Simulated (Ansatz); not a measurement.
Si:
Space group I4/mmm (No. 139); a = b = 6.654 Å, c = 3.845 Å, α = β = γ = 90.00°

```tsv
atom	site	symmetry	x	y	z
Si	8h	m.2m	0.1788	0.1788	0.0000
```
(The calculation used a cell of 4 atoms; values per cell refer to that cell.)

This is the r²SCAN-relaxed structure.

Question: All from DFT-r²SCAN in the program Ansatz with PAW potentials, unless another level is named. Estimate the HSE06 gap on the r²SCAN cell.

Answer: 0.78 eV.

Question: Next, the electron effective mass?

Answer: 0.33, 0.33, 0.47 mₑ (principal values).

Question: What about the band gap?

Answer: 0.38 eV (indirect).

The workflow started from a Materials Project entry (that database holds measured and hypothetical structures alike); the Crystallography Open Database copy checked does not list it. It is not the phase usual at ambient conditions (space group No. 227). Symmetry was held in the r²SCAN relaxation; phonons on a q-mesh show no instability.

Potentials: the later of the program's two PAW sets.
